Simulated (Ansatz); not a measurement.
TiO$_{2}$: a jump of Li

Method: Ansatz 0.2.0, DFT PBE, scalar-relativistic, plane waves, PAW. Settings: 420 eV cutoff, 2×2×2 k-mesh, shifted by half a step, Gaussian smearing of 0.02 eV, no spin polarisation.

In a supercell of 36 host sites with charge +1, interstitial Li hops to an equivalent place, moving 1.48 Å between the relaxed ends. Climbing-image nudged elastic band at fixed cell with images 0 (start) to 2 (end), the path measured over all atoms, converged to 0.05 eV/Å; the order of the saddle wasn't checked, and the small cell leaves errors of about a tenth of an eV. At the top the atom squeezes straight between two others, where symmetry can hold a band on a ridge, so a bent path, such as one by way of a neighbouring hole, may have a much lower barrier.

Start:

```xyz
37
Lattice="4.6433 4.6433 0.0000 4.6433 -4.6433 0.0000 0.0000 0.0000 -8.8916" Properties=species:S:1:pos:R:3 pbc="T T T"
Ti    2.3736    2.2443   -3.0133
Ti    2.5077    2.3733   -0.0742
Ti    2.1677    2.3071   -5.9511
Ti    2.2698   -2.2444   -3.0133
Ti    2.1357   -2.3732   -0.0742
Ti    2.4758   -2.3073   -5.9511
Ti    4.5661   -4.6957   -4.3962
Ti    4.6289   -4.4896   -1.4585
Ti    4.6947   -4.8287   -7.3353
Ti    4.7206    0.0523   -4.3963
Ti    4.6577   -0.1537   -1.4586
Ti    4.5919    0.1854   -7.3354
O     3.2074    3.2367   -4.4403
O     3.2489    3.2407   -1.5197
O     3.2467    3.1971   -7.3915
O     3.2418   -1.4268   -4.4481
O     3.2186   -1.4378   -1.4518
O     3.2319   -1.3985   -7.4237
O     3.7240    0.9268   -5.8902
O     3.7279    0.8856   -2.9692
O     3.7678    0.9250   -8.9094
O     3.7591   -3.7468   -5.9574
O     3.7484   -3.7233   -2.9615
O     3.7192   -3.7341   -8.8780
O     5.5383   -0.9200   -2.9615
O     5.5674   -0.9092    0.0137
O     5.5276   -0.8965   -5.9574
O     0.9155   -0.8856   -2.9692
O     0.8756   -0.9249   -0.0178
O     0.9194   -0.9269   -5.8901
O     1.4015    1.4267   -4.4481
O     1.4247    1.4378   -1.4517
O     1.4114    1.3985   -7.4237
O     6.0792    1.4066   -4.4403
O     6.0378    1.4027   -1.5197
O     6.0399    1.4463   -7.3915
Li    4.6434   -2.3217   -8.1533
```

Atom 37 jumps to (4.643, -2.322, -6.671) Å.

**Question.** Give the energy along the band and the structure at its top.

**Answer.**
| image | path (Å) | E − E(0) (eV) | Li x (Å) | Li y (Å) | Li z (Å) | force on Li (eV/Å) |
| --- | --- | --- | --- | --- | --- | --- |
| 0 | 0.00 | 0.000 | 4.643 | -2.322 | -8.153 | 0.00 |
| 1 | 0.94 | 0.048 | 4.643 | -2.322 | -7.410 | 0.00 |
| 2 | 1.88 | 0.000 | 4.643 | -2.322 | -6.671 | 0.00 |

Barrier 0.05 eV. Image 1:
```xyz
37
Lattice="4.6433 4.6433 0.0000 4.6433 -4.6433 0.0000 0.0000 0.0000 -8.8916" Properties=species:S:1:pos:R:3 pbc="T T T"
Ti    2.4695    2.2742   -2.9640
Ti    2.3143    2.3047   -0.0367
Ti    2.3137    2.3046   -5.8913
Ti    2.1739   -2.2742   -2.9640
Ti    2.3291   -2.3047   -0.0367
Ti    2.3297   -2.3046   -5.8913
Ti    4.5976   -4.5403   -4.4470
Ti    4.5977   -4.5398   -1.4805
Ti    4.6842   -4.8837   -7.4096
Ti    4.6891   -0.1030   -4.4470
Ti    4.6890   -0.1035   -1.4806
Ti    4.6024    0.2404   -7.4096
O     3.2037    3.2689   -4.4520
O     3.2037    3.2688   -1.4758
O     3.2375    3.2187   -7.4097
O     3.2069   -1.4156   -4.4382
O     3.2069   -1.4156   -1.4895
O     3.1243   -1.3454   -7.4097
O     3.7658    0.9384   -5.8786
O     3.7670    0.8987   -2.9640
O     3.7658    0.9384   -8.9408
O     3.8080   -3.6655   -5.9947
O     3.7483   -3.7127   -2.9639
O     3.8079   -3.6654   -8.8248
O     5.5384   -0.9306   -2.9639
O     5.4787   -0.9779    0.0668
O     5.4787   -0.9778   -5.9947
O     0.8763   -0.8987   -2.9640
O     0.8775   -0.9384   -0.0492
O     0.8775   -0.9384   -5.8786
O     1.4364    1.4156   -4.4382
O     1.4365    1.4156   -1.4895
O     1.5191    1.3454   -7.4097
O     6.0829    1.3745   -4.4520
O     6.0829    1.3745   -1.4758
O     6.0491    1.4246   -7.4097
Li    4.6433   -2.3217   -7.4099
```

Cost: 1 run of about 11 core-minutes, on Arm Neoverse V2 (shared hosts).